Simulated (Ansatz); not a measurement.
CaO (rock salt, Fm-3m), PBE in the plane-wave PAW code Ansatz, all energies at zero smearing, with the estimated change up to a 700 eV cutoff added, with one set of potentials and settings (totals compare only within such a set). Cell of 2 atoms (1 Ca, 1 O): -2387.728 eV.

| element | reference phase | E (eV/atom) |
|---|---|---|
| Ca | Fm-3m, 1 atoms in the cell | -1816.8597 |
| O | C2/m, 4 atoms in the cell, spin-polarised | -565.0000 |

Formation energy per atom, worked out: (-2387.728 − 1×(-1816.8597) − 1×(-565.0000))/2 = -2.934 eV/atom (-283 kJ per mol of atoms), at 0 K, without zero-point energy or fitted corrections.

The cell was relaxed with PBE under the symmetry of its start. The references are the lowest solids computed at this level, not always the standard phases (solids in place of the gases).

Potentials: the later of the program's two PAW sets.
